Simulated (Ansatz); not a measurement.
Ag:
```
Ag
1.0
    2.81443     0.00000     0.00000
   -1.40721     2.43737     0.00000
    0.00000     0.00000     2.73578
Ag
1
Cartesian
  0.00000   0.00000   0.00000
```

Relaxed with r²SCAN. Special points in fractions of this cell's reciprocal vectors: Γ (0.000, 0.000, 0.000); M (0.500, 0.000, 0.000); K (0.333, 0.333, 0.000); A (0.000, 0.000, 0.500); L (0.500, 0.000, 0.500); H (0.333, 0.333, 0.500).

Problem. List the band energies nearest the Fermi level at these points for the program Ansatz at the r²SCAN with spin–orbit coupling level (PAW).

Solution. In eV from the Fermi level; about four levels below and three above (degenerate sets whole), none deeper than 8.9 eV; … stands for higher levels left out; points with the same levels are listed once.

| k | below | above |
|---|---|---|
| Γ | -3.34 -3.34 -3.08 -3.08 | 13.79 13.79 … |
| M | -2.91 -2.91 -0.06 -0.06 | 3.30 3.30 … |
| K | -4.08 -4.08 -3.85 -3.85 | 4.16 4.16 4.30 4.30 |
| A | -3.96 -3.96 -0.98 -0.98 | 1.42 1.42 … |
| L | -2.89 -2.89 -2.50 -2.50 | 4.35 4.35 5.19 5.19 |
| H | -4.34 -4.34 -2.70 -2.70 | 7.10 7.10 8.69 8.69 |

Space group P6/mmm (simple hexagonal). The start of the workflow was typed in or built on a structure type; neither database checked (COD, Materials Project) lists it. It is not the phase usual at ambient conditions (space group No. 225). The r²SCAN relaxation kept the symmetry of its start. At this level the phase is mechanically unstable. The run is not spin-polarised.

Potentials: the earlier of the program's two PAW sets.
